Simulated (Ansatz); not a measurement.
Phonons of HfC (rock salt) at Γ, L = (0.5, 0.0, 0.0), X = (0.5, 0.5, 0.0).

HfC (rock salt)

```xyz
2
Lattice="0.0000 2.3258 2.3258 2.3258 0.0000 2.3258 2.3258 2.3258 0.0000" Properties=species:S:1:pos:R:3 pbc="T T T"
C      0.0000     0.0000     0.0000
Hf     2.3258     2.3258     2.3258
```

Computed with PBE (plane waves to 420 eV, PAW, scalar-relativistic; Ansatz, a quantum-chemistry and plane-wave program). DFPT wavenumbers on a 18×18×18 k mesh, in cm⁻¹ and rounded to 5; i marks imaginary ones, q is in fractions of the reciprocal vectors of the cell shown, and the three acoustic modes at Γ are left out. HfC is run without spin polarisation. HfC was relaxed with its symmetry unable to fall. Spin-orbit coupling is left out, though Hf is heavy.

```json
[
 {"q": "Γ", "wavenumbers (cm⁻¹)": "430 (×3)"},
 {"q": "L = (0.5, 0.0, 0.0)", "wavenumbers (cm⁻¹)": "130 (×2), 235, 540 (×2), 685"},
 {"q": "X = (0.5, 0.5, 0.0)", "wavenumbers (cm⁻¹)": "150 (×2), 190, 485 (×2), 570"}
]
```

The structure shows no imaginary mode at these points (lowest 130 cm⁻¹ at L = (0.5, 0.0, 0.0)); other wave vectors were not tested.

Highest mode: 685 cm⁻¹ at L = (0.5, 0.0, 0.0).
